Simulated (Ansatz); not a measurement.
This MgCd5Te6 structure is the end of a relaxation. The cell was found from a structure generator's guess, not taken from experiment.

All numbers below come from DFT PBE, scalar-relativistic, plane waves, PAW in Ansatz 0.2.0. Cutoff 420 eV, Γ-centred mesh, Gaussian smearing, no spin polarisation.

```yaml
crystal:
  lattice:
    - [4.67367, 0.00000, 0.00000]
    - [0.00000, 4.67367, 0.00000]
    - [0.00000, 0.00000, 19.74225]
  atoms:
    - { symbol: Mg, position: [0.50000, 0.50000, 0.00000] }
    - { symbol: Cd, position: [0.00000, 0.00000, 0.83556] }
    - { symbol: Cd, position: [0.00000, 0.00000, 0.16444] }
    - { symbol: Cd, position: [0.50000, 0.50000, 0.33220] }
    - { symbol: Cd, position: [0.00000, 0.00000, 0.50000] }
    - { symbol: Cd, position: [0.50000, 0.50000, 0.66780] }
    - { symbol: Te, position: [0.50000, 0.00000, 0.08019] }
    - { symbol: Te, position: [0.00000, 0.50000, 0.24833] }
    - { symbol: Te, position: [0.50000, 0.00000, 0.41610] }
    - { symbol: Te, position: [0.00000, 0.50000, 0.58390] }
    - { symbol: Te, position: [0.50000, 0.00000, 0.75167] }
    - { symbol: Te, position: [0.00000, 0.50000, 0.91981] }
```

The zero of energy is the elements' standard structures at the same level; no fitted shifts are applied.

Problem. Find its symmetry and describe it.

Solution. P-4m2 (No. 115), with Mg and Cd ordered on zinc blende sites. Conventional cell: a = 4.674 Å, c = 19.742 Å. Around Mg lie 4 Te at 2.82 Å; around Cd on a site of symmetry 2mm lie 4 Te at 2.86–2.87 Å; around Cd on a second site of symmetry 2mm lie 4 Te at 2.86 Å; Te on its first site has 2 Mg at 2.82 Å and 2 Cd at 2.87 Å; 3 more sites not described.

Problem. How far does it lie from the elements in energy?

Solution. −0.532 eV/atom. A negative formation energy is needed for stability but isn't enough: competing phases decide.

Problem. Is it a metal?

Solution. No, the gap on the 6×6×2 mesh is 0.82 eV.

The last run used a 6×6×2 mesh (in the run's order of axes) for its 12-atom cell and Gaussian smearing of 0.02 eV. These runs have no spin–orbit coupling, which can matter for Te. Kohn–Sham gaps at this level usually fall short of measured ones. The missing spin–orbit coupling can work the other way here. The reference form of Te is held partly by dispersion forces, which this level lacks. A structure relaxed within its symmetry needn't be a true minimum.
